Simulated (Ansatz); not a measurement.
# PbF$_{2}$ under compression and expansion

```yaml
crystal:
  lattice:
    - [0.00000, 2.96985, 2.96985]
    - [2.96985, 0.00000, 2.96985]
    - [2.96985, 2.96985, 0.00000]
  atoms:
    - { symbol: Pb, position: [0.00000, 0.00000, 0.00000] }
    - { symbol: F, position: [0.25000, 0.25000, 0.25000] }
    - { symbol: F, position: [0.75000, 0.75000, 0.75000] }
```

The conventional cell has a = 5.940 Å, b = 5.940 Å, c = 5.940 Å, α = 90.00°, β = 90.00°, γ = 90.00°. Pb (atom 1) has 8 F at 2.57 Å as nearest neighbours. F (atom 2) has 4 Pb at 2.57 Å as nearest neighbours.

The cell comes from COD entry 9014557, which wasn't checked; take it as a given geometry.

Spin–orbit coupling is left out, though it moves levels of the heavy atoms by tenths of an eV or more.

Methods: DFT, LDA, all-electron LAPW, scalar-relativistic (Ansatz 0.2.0); DFT, LDA, PAW with Ansatz's default frozen-core files, scalar-relativistic (Ansatz 0.2.0).

For LAPW: a Γ-centred 7×7×7 k mesh, Fermi–Dirac smearing of 0.03 eV, basis error target 0.5 meV/atom, no spin polarisation. PAW takes a cutoff of 420 eV at this cell (files made with PBE, cores remade for this functional). The Ansatz runs share mesh, smearing and spin set-up. Plane-wave (PAW) pressures include the program's estimate of the Pulay term.

The cell above is scaled evenly, with fractional coordinates and shape held.

```
V/V(cell)  V (Å³/atom)  P, LAPW (GPa)  P, PAW (GPa)  gap on the k mesh, LAPW (eV)  free energy over the lowest listed, PAW (meV/atom)
   0.9400       16.415          -0.29         -0.32                          4.26                                                 0.0
   0.9600       16.764          -2.02         -2.05                          4.27                                                 2.6
   0.9800       17.113          -3.55         -3.58                          4.28                                                 8.9
   0.9900       17.288          -4.24         -4.28                          4.28                                                13.1
   1.0000       17.463          -4.90         -4.93                          4.29                                                18.1
   1.0100       17.637          -5.51         -5.54                          4.29                                                23.7
   1.0200       17.812          -6.09         -6.12                          4.29                                                30.1
   1.0400       18.161              ?             ?                             ?                                                   ?
   1.0600       18.511          -8.07         -8.09                          4.28                                                61.4
```

Fill in the row V/V(cell) = 1.0400.

P, LAPW (GPa) = -7.14, P, PAW (GPa) = -7.17, gap on the k mesh, LAPW (eV) = 4.29, free energy over the lowest listed, PAW (meV/atom) = 44.6.
